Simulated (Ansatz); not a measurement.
**AlSn, one cell by several methods**

```
Al Sn
1.0
     4.19811    0.00000    0.00000
    -2.09905    3.63567    0.00000
     0.00000    0.00000    3.30685
Al Sn
1 1
Direct
  0.00000 0.00000 0.00000
  0.33333 0.66667 0.50000
```

Atom numbers follow the list: Al1, Sn2.

The cell is the one relaxed in the Materials Project (mp-7760), not relaxed further here; entries there can be hypothetical.

Spin–orbit coupling is left out, though it moves levels of the heavy atoms by tenths of an eV or more.

Methods: DFT, PBEsol, PAW with Ansatz's default frozen-core files, scalar-relativistic (Ansatz 0.2.0); DFT, PBEsol, all-electron LAPW, scalar-relativistic (Ansatz 0.2.0).

For PAW: a Γ-centred 11×11×12 k mesh, Fermi–Dirac smearing of 0.05 eV, cutoff 420 eV, no spin polarisation; the PAW files were made with PBE, and the program remakes their frozen cores for this functional. LAPW targets a basis error of 0.25 meV/atom. The Ansatz runs share mesh, smearing and spin set-up. Plane-wave (PAW) pressures include the program's estimate of the Pulay term.

Stress and pressure are positive in compression.

Levels count from the Fermi level.

PAW results:

| quantity | PAW |
| --- | --- |
| pressure (GPa) | -2.02 |
| stress xx (GPa) | -1.57 |
| stress zz (GPa) | -2.92 |
| highest filled level at L (eV) | -2.324 |
| lowest empty level at L (eV) | 1.189 |
| highest filled level at Γ (eV) | -0.211 |
| lowest empty level at Γ (eV) | 0.684 |

**Question.** What does LAPW (all electrons) give for the same quantities?

**Answer.** 
```csv
quantity,LAPW
pressure (GPa),-2.02
stress xx (GPa),-1.57
stress zz (GPa),-2.91
highest filled level at L (eV),-2.325
lowest empty level at L (eV),1.191
highest filled level at Γ (eV),-0.211
lowest empty level at Γ (eV),0.685
```
